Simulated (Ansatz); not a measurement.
# BaTiO$_{3}$: reading a single point

```
Ba Ti O
1.0
     3.98424    0.00000    0.00000
     0.00000    3.98424    0.00000
     0.00000    0.00000    4.00237
Ba Ti O
1 1 3
Direct
  0.00000 0.00000 0.00000
  0.50000 0.50000 0.50000
  0.50000 0.50000 0.00000
  0.50000 0.00000 0.50000
  0.00000 0.50000 0.50000
```

Method: PBE, no spin polarisation; PAW, plane waves to 420 eV, 7×7×6 Γ-centred mesh, fermi-dirac occupations (width 0.0618 eV) (Ansatz 0.2.0), atoms fixed.

Task: Give the Bader charges.

Result: Bader charges in e: Ba +1.53, Ti +2.22, O -1.25. In the mean Ti gives up most and O takes most.

Task: Which orbitals make up the band edges?

Result: Within 0.7 eV of the edges, the states project mainly on O p (93 %) below the gap and on Ti d (91 %) above it.

Task: What does the stress say?

Result: The pressure is 3.7 GPa (compression positive), so with the atoms held at these fractions the cell would first expand.

Task: Is it stable against the elements?

Result: -3.09 eV an atom against the elements' usual phases (free molecules for gases, crystals otherwise, with no correction for O₂ or N₂), so it is bound against them; other compounds may still compete. Relaxing would lower it.

Task: What is the band gap?

Result: The gap is 1.82 eV, indirect (the least direct gap found is 1.92 eV). A semilocal functional usually gives too small a gap.

Task: Describe some of the short contacts.

Result: Ti–O at 1.99 Å: least valence density 0.65 e/Å³ and ELF 0.20 there. Ba–O at 2.82 Å: least valence density 0.18 e/Å³ and ELF 0.09 there, a closed-shell (ionic or weak) contact. Both are smooth PAW fields, read partly inside the augmentation spheres.

Origin: a database entry at a rescaled volume.
